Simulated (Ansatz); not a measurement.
## WS$_{2}$: kick along a soft mode, then relaxed

All numbers below come from DFT PBEsol, scalar-relativistic, plane waves, PAW (Ansatz 0.2.0). Settings: plane waves to 420 eV, k-mesh 12×12×2 (Γ-centred), Gaussian smearing 0.05 eV. Spin–orbit coupling is left out, which can shift energies with elements as heavy as these. No spin polarisation. Energies are free energies at this smearing, counted from the undisturbed cell; pressure is positive in compression.

The undisturbed cell (relaxed at this level):

```
W S
1.0
     3.14613    0.00000    0.00000
    -1.57307    2.72463    0.00000
     0.00000    0.00000   12.69173
W S
2 4
Direct
  0.33333 0.66667 0.25000
  0.66667 0.33333 0.75000
  0.33333 0.66667 0.62649
  0.66667 0.33333 0.12649
  0.33333 0.66667 0.87351
  0.66667 0.33333 0.37351
```

The cell holds layers and no dispersion correction was added, so their binding is poorly described.

The atoms are moved along a zone-centre mode of 20 cm⁻¹ (Å):

```csv
atom,ux,uy,uz
W1,0.000,0.150,0.000
W2,0.000,-0.150,0.000
S3,0.000,-0.149,0.000
S4,0.000,0.149,0.000
S5,0.000,-0.149,0.000
S6,0.000,0.149,0.000
```

Cell and atoms are then relaxed.

**Question.** Does the relaxation return to the undisturbed structure?

**Answer.** Yes (up to a choice of domain or origin): same space group and volume, and an energy 0.0 meV/atom from it. The final space group reads P6_3/mmc (tolerance 0.01 Å) and the volume changes by 0.28 %.

Final structure:

```yaml
crystal:
  lattice:
    - [3.14602, 0.00000, 0.00000]
    - [-1.57301, 2.72463, 0.00000]
    - [0.00000, 0.00000, 12.72744]
  atoms:
    - { symbol: W, position: [0.33372, 0.66745, 0.25000] }
    - { symbol: W, position: [0.66628, 0.33255, 0.75000] }
    - { symbol: S, position: [0.33294, 0.66589, 0.62682] }
    - { symbol: S, position: [0.66706, 0.33411, 0.12682] }
    - { symbol: S, position: [0.33294, 0.66589, 0.87318] }
    - { symbol: S, position: [0.66706, 0.33411, 0.37318] }
```

The relaxation, step by step (energy from the first step; small jumps at an unchanged geometry come where the plane waves are selected anew for the new cell):

```csv
step,ΔE (meV/atom),largest force component (eV/Å),pressure (GPa)
1,0.0,0.035,0.05
2,-1.0,0.021,-0.03
3,-1.0,0.021,0.07
4,-1.1,0.002,-0.03
5,-1.1,0.002,-0.03
```

Frames along the relaxation (Å, eV/Å):

```xyz
6
Lattice="3.146 0.000 0.000 -1.573 2.725 0.000 0.000 0.000 12.692" Properties=species:S:1:pos:R:3:forces:R:3 pbc="T T T" step=1
W     0.000    1.966    3.173    0.000   -0.035    0.000
W     1.573    0.758    9.519    0.000    0.035    0.000
S     0.000    1.667    7.951    0.000    0.002    0.009
S     1.573    1.058    1.605    0.000   -0.002    0.009
S     0.000    1.667   11.086    0.000    0.002   -0.009
S     1.573    1.058    4.740    0.000   -0.002   -0.009
6
Lattice="3.150 0.000 0.000 -1.575 2.724 0.000 0.000 0.000 12.758" Properties=species:S:1:pos:R:3:forces:R:3 pbc="T T T" step=2
W     0.000    1.833    3.190    0.000    0.018    0.000
W     1.575    0.891    9.569    0.000   -0.018    0.000
S     0.000    1.797    8.003    0.000    0.012   -0.021
S     1.575    0.927    1.623    0.000   -0.012   -0.021
S     0.000    1.797   11.135    0.000    0.012    0.021
S     1.575    0.927    4.756    0.000   -0.012    0.021
6
Lattice="3.140 0.000 0.000 -1.570 2.724 0.000 0.000 0.000 12.733" Properties=species:S:1:pos:R:3:forces:R:3 pbc="T T T" step=3
W     0.000    1.801    3.183    0.000   -0.015    0.000
W     1.570    0.923    9.550    0.000    0.015    0.000
S     0.000    1.833    7.980    0.000   -0.010    0.021
S     1.570    0.891    1.613    0.000    0.010    0.021
S     0.000    1.833   11.120    0.000   -0.010   -0.021
S     1.570    0.891    4.753    0.000    0.010   -0.021
6
Lattice="3.146 0.000 0.000 -1.573 2.725 0.000 0.000 0.000 12.727" Properties=species:S:1:pos:R:3:forces:R:3 pbc="T T T" step=4
W     0.000    1.819    3.182    0.000    0.000    0.000
W     1.573    0.906    9.546    0.000    0.000    0.000
S     0.000    1.814    7.978    0.000    0.000    0.002
S     1.573    0.910    1.614    0.000    0.000    0.002
S     0.000    1.814   11.113    0.000    0.000   -0.002
S     1.573    0.910    4.750    0.000    0.000   -0.002
6
Lattice="3.146 0.000 0.000 -1.573 2.725 0.000 0.000 0.000 12.727" Properties=species:S:1:pos:R:3:forces:R:3 pbc="T T T" step=5
W     0.000    1.819    3.182    0.000    0.000    0.000
W     1.573    0.906    9.546    0.000    0.000    0.000
S     0.000    1.814    7.978    0.000    0.000    0.002
S     1.573    0.910    1.614    0.000    0.000    0.002
S     0.000    1.814   11.113    0.000    0.000   -0.002
S     1.573    0.910    4.750    0.000    0.000   -0.002
```

Cost: 1 run of about 0.95 core-minutes, on Intel Xeon Platinum 8488C (Sapphire Rapids) (shared hosts).